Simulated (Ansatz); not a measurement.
The cell comes from COD entry 1523310, which wasn't checked; take it as a given geometry. The listed cell was then made from it by scaling, straining or moving an atom.

YHg: DFT, LDA, all-electron LAPW, scalar-relativistic (Ansatz 0.2.0). What sets it apart from a plain run of this crystal: volume scaled by 1.01.

Command: `ansatz run input.yaml --threads 1 --pin off --max-ram 3072MiB --backend cpu --events-out ev --progress --plain --runs-dir out` The run took 19 s on 1 thread of Intel(R) Xeon(R) Platinum 8488C (Sapphire Rapids), on a shared host, peak memory 0.45 GiB.

```yaml
crystal:
  lattice:
    - [3.694232648, 0.0, 0.0]
    - [0.0, 3.694232648, 0.0]
    - [0.0, 0.0, 3.694232648]
  atoms:
    - { symbol: "Y", position: [0.5, 0.5, 0.5] }
    - { symbol: Hg, position: [0.0, 0.0, 0.0] }
kpoints:
  mp_grid: { grid: [11, 11, 11] }
  band_path:
    path:
      - [0.0, 0.0, 0.0]
      - [0.0, 0.5, 0.0]
      - [0.5, 0.5, 0.0]
      - [0.0, 0.0, 0.0]
      - [0.5, 0.5, 0.5]
      - [0.0, 0.5, 0.0]
      - [0.5, 0.5, 0.5]
      - [0.5, 0.5, 0.0]
    npoints: 5
scf:
  occupations: { method: fermi_dirac, width: 0.08 }
hamiltonian:
  xc: lda
  pseudopotentials: { kind: all_electron, lapw: { basis_error: 0.00025 } }
output:
  forces: true
  stress: true
  eigenvalues: true
```

Output (standing set-up lines are left out):

```
LAPW: plane waves up to 7.340 Å⁻¹, error target 2.5e-4 eV per atom; small_component_spin mean_spin; Y in spheres of 1.535 Å, 27 of its electrons in bands, Dirac shells []; Hg in spheres of 1.664 Å, 34 of its electrons in bands, Dirac shells []
Crystal: 2 atoms, lattice volume = 50.417 Å³
Basis set: ecut = 205.26017692973429 eV, 341 PW (Γ), exchange–correlation at level 2
iter 1 solved again at ethr=8.67e-5 eV; its pass at ethr=1.00e-1 eV (dr2=5.29e-2 eV) is discarded
SCF iter   1: F=—  HF=-625557.011659 eV  |F-HF|=—  |Δ(HF+E_count)|=         —  Δρ=1.18e-2  dr2=5.30e-2  ethr=8.67e-5  ⟨swp⟩=3.0  Hψ=12894  notcnv=0
preconditioner: auto → Kerker (q_TF=auto, 2.816 Å⁻¹)  [metal: Δε(μ)=0.019 eV  Ē_g=13.935 eV  σ=0.080 eV  W_gap=0.06  n_scr=18 (ndim 8)  ℏωp=24.0 eV  f_vac=0.000  D(μ)=2.32/eV (n_scr^D=18)]
SCF iter   2: F=—  HF=-625556.729502 eV  |F-HF|=—  |Δ(HF+E_count)|=   2.82e-1  Δρ=9.21e-3  dr2=9.96e-2  ethr=8.67e-5  ⟨swp⟩=3.0  Hψ=6979  notcnv=0
SCF iter   3: F=—  HF=-625556.641004 eV  |F-HF|=—  |Δ(HF+E_count)|=   8.85e-2  Δρ=6.28e-3  dr2=3.82e-2  ethr=8.67e-5  ⟨swp⟩=2.0  Hψ=6205  notcnv=0
SCF iter   4: F=—  HF=-625556.634156 eV  |F-HF|=—  |Δ(HF+E_count)|=         —  Δρ=3.29e-3  dr2=1.29e-2  ethr=6.27e-5  ⟨swp⟩=2.0  Hψ=5928  notcnv=0
the basis was enlarged: its passes take 453.8 KiB over the memory plan, 1 of 1 planned eigensolver slots
SCF iter   5: F=—  HF=-625556.632262 eV  |F-HF|=—  |Δ(HF+E_count)|=   1.89e-3  Δρ=1.43e-3  dr2=2.66e-3  ethr=2.11e-5  ⟨swp⟩=2.0  Hψ=6155  notcnv=0
iter 6 solved again at ethr=9.00e-8 eV; its pass at ethr=4.35e-6 eV (dr2=5.49e-5 eV) is discarded
SCF iter   6: F=—  HF=-625556.631697 eV  |F-HF|=—  |Δ(HF+E_count)|=   5.65e-4  Δρ=3.47e-4  dr2=5.49e-5  ethr=9.00e-8  ⟨swp⟩=2.0  Hψ=10464  notcnv=0
SCF iter   7: F=—  HF=-625556.631696 eV  |F-HF|=—  |Δ(HF+E_count)|=   6.12e-7  Δρ=1.82e-4  dr2=3.20e-5  ethr=8.99e-8  ⟨swp⟩=2.0  Hψ=6200  notcnv=0
SCF iter   8: F=—  HF=-625556.631688 eV  |F-HF|=—  |Δ(HF+E_count)|=   8.35e-6  Δρ=1.07e-4  dr2=1.07e-5  ethr=5.24e-8  ⟨swp⟩=2.0  Hψ=6200  notcnv=0
SCF iter   9: F=—  HF=-625556.631686 eV  |F-HF|=—  |Δ(HF+E_count)|=   1.82e-6  Δρ=2.09e-5  dr2=2.86e-7  ethr=1.75e-8  ⟨swp⟩=2.0  Hψ=6200  notcnv=0
SCF iter  10: F=-625556.631686 eV  HF=-625556.631686 eV  |F-HF|=3.20e-8  |Δ(HF+E_count)|=   1.73e-8  Δρ=9.34e-6  dr2=7.33e-8  ethr=4.69e-10  ⟨swp⟩=2.0  Hψ=6200  notcnv=0
SCF 1 converged in 10 iterations: F = -625556.631686 eV  dr2 = 7.33e-8
NSCF: frozen V_eff on 36 k-points
SCF converged after 10 iterations
Free energy (F): -625556.631686 eV
Harris-Foulkes:  -625556.631686 eV  (|F-HF|=3.20e-8)
Internal energy: -625556.586313 eV  (E = F + TS)
E sigma→0 (E₀):  -625556.608999 eV
Entropy (-TS):   -0.045373 eV (-22.687 meV/atom)
Fermi energy:    15.828422 eV
--- Per-component energies (eV) ---
  E_band       = -4420.701599
  E_kinetic    = 705089.654399
  E_xc         = -12723.005600
  E_electrostatic = -1317923.235111  (all electrons and nuclei)
  E_smearing   = -0.045373  (= −TS)
  E_closure    = 0.000000  (closes the sum)
  E_atoms      = -625549.253911  (free atoms, spherical and without spin; not in F)
  Σ components = -625556.631686   (vs F -625556.631686, Δ=0.00e0)
  Basis errors (estimates in eV, not in F): energy 5.7e-5 per atom: plane waves 4.6e-5 (2.4e-5 summed), levels above the bands 2.0e-43, relativity 3.2e-9, radial functions 1.1e-5, core shells 1.6e-7; eigenvalues (radial functions only) 6.3e-7; not estimated: angular momenta, meshes, grids; target (lapw.basis_error) 2.5e-4; muffin-tin radii Y 1.535 Å, Hg 1.664 Å
--- Forces (eV/Å), atoms counted from 1 ---
  atom   1  Y     -0.00000000     0.00000000    -0.00000000
  atom   2  Hg    -0.00000000     0.00000000    -0.00000000
  max |Σ_I F_I| component: 5.46e-30 eV/Å
--- Stress (GPa, compression-positive) ---
       -4.109391      -0.000000       0.000000
       -0.000000      -4.109391       0.000000
        0.000000       0.000000      -4.109391
  P = ⅓ Tr σ = -4.1094 GPa (-41.094 kbar)
--- Band table (eV; the first three rows and the last of 56) ---
  k-point 0: bands = ["-265.2403", "-265.2403", "-265.2403", "-130.4919", "-130.4919", "-130.4883", "-130.4883", "-130.4883", "-99.7254", "-77.8116", "-77.8006", "-77.8006", "-77.8006", "-77.7919", "-77.7919", "-77.7919", "-48.0003", "-48.0003", "-48.0003", "-27.2113", "-7.1338", "-7.1338", "-7.1338", "7.8733", "8.1186", "8.1186", "8.6839", "8.6839", "8.6839", "16.0893", "16.0893", "19.5901", "19.5901", "19.5901", "20.2138", "20.2138", "20.2138"]
  k-point 1: bands = ["-265.2403", "-265.2403", "-265.2403", "-130.4919", "-130.4919", "-130.4883", "-130.4883", "-130.4883", "-99.7254", "-77.8116", "-77.8006", "-77.8006", "-77.8006", "-77.7919", "-77.7919", "-77.7919", "-48.0005", "-48.0003", "-48.0003", "-27.2100", "-7.1548", "-7.1325", "-7.1325", "7.9863", "8.1304", "8.1644", "8.6750", "8.6750", "8.6888", "16.0471", "16.0705", "18.9159", "18.9159", "19.5692", "19.6521", "20.9999", "20.9999"]
  k-point 2: bands = ["-265.2403", "-265.2403", "-265.2403", "-130.4919", "-130.4919", "-130.4883", "-130.4883", "-130.4883", "-99.7254", "-77.8116", "-77.8006", "-77.8006", "-77.8006", "-77.7919", "-77.7919", "-77.7919", "-48.0011", "-48.0003", "-48.0003", "-27.2066", "-7.2104", "-7.1288", "-7.1288", "8.1625", "8.1896", "8.4203", "8.6513", "8.6513", "8.7020", "15.7024", "16.0192", "18.1412", "18.1412", "18.9898", "19.5132", "22.1175", "22.1175"]
  k-point 55: bands = ["-265.2403", "-265.2403", "-265.2403", "-130.4919", "-130.4919", "-130.4883", "-130.4883", "-130.4883", "-99.7253", "-77.8116", "-77.8006", "-77.8006", "-77.8006", "-77.7919", "-77.7919", "-77.7919", "-48.0024", "-48.0024", "-48.0024", "-27.1664", "-7.3195", "-7.3195", "-7.3194", "8.3519", "8.3713", "8.3713", "9.0738", "9.0738", "12.9417", "13.9523", "13.9523", "14.8757", "20.1154", "20.1154", "20.6917", "21.7103", "21.7103"]
```

Spin polarisation is left out, and whether a magnetic state lies lower isn't shown here.
